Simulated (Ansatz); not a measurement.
Re:
```xyz
2
Lattice="0.0000 2.8259 2.8259 2.8259 0.0000 2.8259 2.8259 2.8259 0.0000" Properties=species:S:1:pos:R:3 pbc="T T T"
Re     0.0000     0.0000     0.0000
Re     1.4129     1.4129     1.4129
```

Relaxed with PBE. Special points in fractions of this cell's reciprocal vectors: Γ (0.000, 0.000, 0.000); X (0.500, 0.000, 0.500); U (0.625, 0.250, 0.625); K (0.375, 0.375, 0.750); L (0.500, 0.500, 0.500); W (0.500, 0.250, 0.750).

Problem. List the band energies nearest the Fermi level at these points for plane-wave PAW PBE (Ansatz code).

Solution. In eV from the Fermi level; about four levels below and three above (degenerate sets whole), none deeper than 8.9 eV; points with the same levels are listed once.

| k | below | above |
|---|---|---|
| Γ | -2.93 -2.93 -2.18 -2.18 -2.18 | 0.69 0.69 0.69 |
| X | -2.34 -2.34 -1.89 -1.89 | 0.03 0.03 3.67 3.67 |
| U | -1.91 -0.51 -0.39 -0.04 | 2.59 3.52 3.98 |
| L | -2.63 -2.63 -2.40 -2.40 -0.85 | 1.73 1.73 3.29 3.29 |
| W | -0.78 -0.78 -0.77 -0.77 | 3.86 3.86 4.18 4.18 |

Space group Fd-3m (diamond). The start of the workflow was typed in or built on a structure type; neither database checked (COD, Materials Project) lists it. It is not the phase usual at ambient conditions (space group No. 194). Symmetry was held in the PBE relaxation; its stability against distortions is not shown here. No spin polarisation was allowed. Scalar-relativistic: spin–orbit coupling is off unless named, which matters more the heavier the elements.

Potentials: the earlier of the program's two PAW sets.
